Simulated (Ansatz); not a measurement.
Clean, relaxed (111) surface of Ag, space group Fm-3m (No. 225) (top face towards +c; atoms held fixed, by place in the list: 1, 2):

```
CELL_PARAMETERS angstrom
2.86690 0.00000 0.00000
-1.43345 2.48281 0.00000
0.00000 0.00000 24.02245
ATOMIC_POSITIONS crystal
Ag 0.66667 0.33333 0.35384
Ag 0.33333 0.66667 0.45128
Ag 0.00000 0.00000 0.54722
Ag 0.66667 0.33333 0.64369
```

Theory: DFT PBEsol, scalar-relativistic, plane waves, PAW (Ansatz). Cutoff 420 eV; k points 12×12×1 on the computed 4-atom cell (Γ-centred); Gaussian smearing, width 0.10 eV; no spin polarisation. The cell repeats along c with a dipole correction in the vacuum.

The adsorption energy is E(slab + adsorbate) − E(slab) − E(free adsorbate, spin-polarised where open-shell). With the adsorbate the cell is lengthened along c to keep the vacuum.

Question: OH is put at the top (Ag) at (0.67, 0.33) site, one adsorbate per 7.1 Å². What structure does it relax to?

Answer: E_ads = -2.30 eV. Contacts: O–Ag 2.20 Å. Bonds within the adsorbate: O–H 0.99 Å.

```
CELL_PARAMETERS angstrom
2.86690 0.00000 0.00000
-1.43345 2.48281 0.00000
0.00000 0.00000 26.90245
ATOMIC_POSITIONS crystal
Ag 0.66667 0.33333 0.31596
Ag 0.33333 0.66667 0.40297
Ag 0.99944 0.99899 0.48941
Ag 0.64318 0.35430 0.57488
O 0.17327 0.82402 0.63683
H 0.98976 0.00678 0.65131
```

Each end is the local minimum or symmetric point that its start leads to. The slab is only 7.0 Å thick, so the energies aren't converged with thickness.

Spin polarisation was left out, and a magnetic state may lie lower.